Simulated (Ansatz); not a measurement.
Bi (A7 type, space group R-3m)

```yaml
crystal:
  lattice:
    - [2.26661, 1.30863, 3.88456]
    - [-2.26661, 1.30863, 3.88456]
    - [0.00000, -2.61726, 3.88456]
  atoms:
    - { symbol: Bi, position: [0.23718, 0.23718, 0.23718] }
    - { symbol: Bi, position: [0.76282, 0.76282, 0.76282] }
```

E(V) scan at fixed shape, V₀ the volume above. The atoms relax within the cell's symmetry.

Method: PBE-D3(BJ) (plane waves to 420 eV, PAW, scalar-relativistic; Ansatz, a first-principles code). k mesh 13×13×13 (Γ-centred), Fermi-Dirac smearing 0.05 eV. The energy includes the smearing's −TS. Stress and pressure are positive under compression. With the shape held, the modulus is that of even scaling; a crystal free to change shape is softer. Bi was relaxed with its symmetry unable to fall. Spin-orbit coupling is left out, though Bi is heavy. The zero of ΔE is the relaxed starting cell. The last digit holds for this mesh only.

```json
[
 {"V (Å³/atom)": "29.036", "ΔE (meV/atom)": "158.0"},
 {"V (Å³/atom)": "29.958", "ΔE (meV/atom)": "103.6"},
 {"V (Å³/atom)": "30.879", "ΔE (meV/atom)": "62.8"},
 {"V (Å³/atom)": "31.801", "ΔE (meV/atom)": "33.4"},
 {"V (Å³/atom)": "32.723", "ΔE (meV/atom)": "14.0"},
 {"V (Å³/atom)": "33.645", "ΔE (meV/atom)": "3.3"},
 {"V (Å³/atom)": "34.567", "ΔE (meV/atom)": "0.0"},
 {"V (Å³/atom)": "35.488", "ΔE (meV/atom)": "3.0"},
 {"V (Å³/atom)": "36.410", "ΔE (meV/atom)": "11.3"},
 {"V (Å³/atom)": "37.332", "ΔE (meV/atom)": "24.1"},
 {"V (Å³/atom)": "38.254", "ΔE (meV/atom)": "40.7"},
 {"V (Å³/atom)": "39.175", "ΔE (meV/atom)": "60.4"},
 {"V (Å³/atom)": "40.097", "ΔE (meV/atom)": "withheld"}
]
```

Q: Fit a third-order Birch-Murnaghan form (E₀, V₀, B₀, B₀′ free) to the given rows and predict ΔE at V = 40.097.

A: Least squares on the 12 given rows: ΔE = E₀ + (9V₀B₀/16)·y²·[2 + (B₀′ − 4)y], y = (V₀/V)^(2/3) − 1, with V₀ = 34.581 Å³/atom, B₀ = 40.49 GPa (160.2 GPa = 1 eV/Å³; the term in eV is multiplied by 1000), B₀′ = 4.85, E₀ = 0.11 meV/atom; root-mean-square residual 0.15 meV/atom. At 40.097 the fit gives 83.4 meV/atom; the calculation gives 82.9 meV/atom, so the extrapolation is off by 0.5 (+0.6 %). For the pressure the fit gives -4.2 GPa against the computed -4.1 GPa.

(Under strain, the slope of the energy per volume gives the stress and its curvature an elastic modulus.)
